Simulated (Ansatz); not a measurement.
Input:

Si:
Space group I-43m (No. 217); a = b = c = 10.0617 Å, α = β = γ = 90.00°

| atom | site | symmetry | x | y | z |
|---|---|---|---|---|---|
| Si | 2a | -43m | 0.0000 | 0.0000 | 0.0000 |
| Si | 8c | .3m | 0.1358 | 0.1358 | 0.1358 |
| Si | 12d | -4.. | 0.0000 | 0.2500 | 0.5000 |
| Si | 24g | ..m | 0.0847 | 0.0847 | 0.3567 |
(The calculation used a cell of 23 atoms; values per cell refer to that cell.)

This is the r²SCAN-relaxed structure.

**Question.** All from DFT-r²SCAN in the program Ansatz with PAW potentials, unless another level is named. Predict the Poisson's ratio.

**Answer.** 0.25.

**Question.** What about the elastic constants (relaxed ions, GPa)?

**Answer.** C11 = 159, C12 = 50.0, C44 = 49.6.

The start of the workflow was typed in or built on a structure type; the Crystallography Open Database copy checked does not list it. It is not the phase usual at ambient conditions (space group No. 227). The r²SCAN relaxation kept the symmetry of its start; whether a distortion lowers the energy is not shown.

Potentials: the later of the program's two PAW sets.
